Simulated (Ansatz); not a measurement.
V3Ge (A15 (Cr3Si type), space group No. 223) under volume change, DFT-PBEsol in the program Ansatz with PAW potentials, scaled uniformly.

```json
[
 {"V (Å³/atom)": "11.847", "E − E(relaxed) (meV/atom)": "___", "P (GPa)": "___"},
 {"V (Å³/atom)": "12.238", "E − E(relaxed) (meV/atom)": "32.6", "P (GPa)": "14.07"},
 {"V (Å³/atom)": "12.628", "E − E(relaxed) (meV/atom)": "___", "P (GPa)": "___"},
 {"V (Å³/atom)": "13.019", "E − E(relaxed) (meV/atom)": "0.0", "P (GPa)": "0.00"},
 {"V (Å³/atom)": "13.409", "E − E(relaxed) (meV/atom)": "7.0", "P (GPa)": "-5.57"},
 {"V (Å³/atom)": "13.800", "E − E(relaxed) (meV/atom)": "26.5", "P (GPa)": "-10.35"},
 {"V (Å³/atom)": "14.190", "E − E(relaxed) (meV/atom)": "56.9", "P (GPa)": "-14.44"}
]
```

### Question
Fill in the missing entries.

### Answer

- 12.628, E − E(relaxed) (meV/atom): 7.7
- 12.628, P (GPa): 6.50
- 11.847, E − E(relaxed) (meV/atom): 77.3
- 11.847, P (GPa): 22.91

### Question
What does a third-order Birch–Murnaghan fit give for V₀, B₀ and B′?

### Answer
V₀ = 13.02 Å³/atom, B₀ = 200 GPa, B′ = 4.1.

Space group Pm-3n (A15 (Cr3Si type)). The workflow started from a Materials Project entry (that database holds measured and hypothetical structures alike); the Crystallography Open Database files this formula in space group No. 223, but the cells were not matched. Whether it is the stable phase at ambient conditions was not checked. The cell was relaxed with PBEsol under the symmetry of its start; its stability against distortions is not shown here. The workflow began spin-polarised and lost its moments.

Potentials: the later of the program's two PAW sets.
